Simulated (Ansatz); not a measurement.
LiIn:
```
LiIn
1.0
    0.00000     3.39028     3.39028
    3.39028     0.00000     3.39028
    3.39028     3.39028     0.00000
In Li
2 2
Direct
  0.50000   0.50000   0.50000
  0.75000   0.75000   0.75000
  0.00000   0.00000   0.00000
  0.25000   0.25000   0.25000
```

Relaxed with PBEsol. Special points in fractions of this cell's reciprocal vectors: Γ (0.000, 0.000, 0.000); X (0.500, 0.000, 0.500); U (0.625, 0.250, 0.625); K (0.375, 0.375, 0.750); L (0.500, 0.500, 0.500); W (0.500, 0.250, 0.750).

Q: List the band energies nearest the Fermi level at these points for the program Ansatz at the PBEsol level (PAW).

A: In eV from the Fermi level; about four levels below and three above (degenerate sets whole), none deeper than 8.9 eV; points with the same levels are listed once.

| k | below | above |
|---|---|---|
| Γ | – | 0.56 0.63 0.63 0.63 |
| X | -2.88 -2.88 -0.09 -0.09 | 6.65 6.65 6.83 6.83 |
| U | -6.77 -5.98 -3.73 -2.42 | 0.05 2.11 4.74 |
| L | -5.67 -0.84 -0.84 -0.03 | 0.92 0.92 3.64 |
| W | -6.34 -6.34 -3.41 -3.41 | 1.91 1.91 3.24 3.24 |

Space group Fd-3m. The workflow started from an entry of the Crystallography Open Database (COD). Whether it is the stable phase at ambient conditions was not checked. The PBEsol relaxation kept the symmetry of its start; of distortions, only those at the zone centre were tested. Scalar-relativistic: spin–orbit coupling is off unless named, which matters more the heavier the elements.

Potentials: the later of the program's two PAW sets.
